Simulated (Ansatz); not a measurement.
## Is this CaTi2N2 structure a true minimum?

The cell was found from a proposed guess, not taken from experiment.

The calculation used DFT PBE, scalar-relativistic, plane waves, PAW in Ansatz. Settings: cutoff 420 eV, Γ-centred mesh 12×12×4 on the computed 5-atom cell, Gaussian smearing of 0.10 eV; no spin polarisation.

The cell below (5 atoms, space group P3m1 (No. 156)) is relaxed within its symmetry.

```
Ca Ti N
1.0
     3.11163    0.00000    0.00000
    -1.55582    2.69475    0.00000
     0.00000    0.00000    7.95928
Ca Ti N
1 2 2
Cartesian
  0.0000 1.7965 5.0568
  0.0000 0.0000 0.1431
  1.5558 0.8983 2.4301
  0.0000 1.7965 1.1937
  0.0000 0.0000 3.5928
```

For the test a repeat of it with 10 atoms (edges 3.11, 5.39, 7.96 Å) was strained at random (σ = 1.5 % a component), the atoms were moved at random (σ = 0.05 Å), and all was relaxed again on a coarse 8×4×4 mesh (in the run’s order of axes) with 0.20 eV smearing, with no symmetry imposed.

Question: Is the structure stable against such a distortion?

Answer: It returns, within 1 meV/atom of the unmoved cell on that mesh and with the same symmetry when read at 0.1 Å (Cm at 0.01 Å, so small strains and shifts remain). No instability shows in this cell; modes of other wave vectors, which need another repeat, aren't tested.
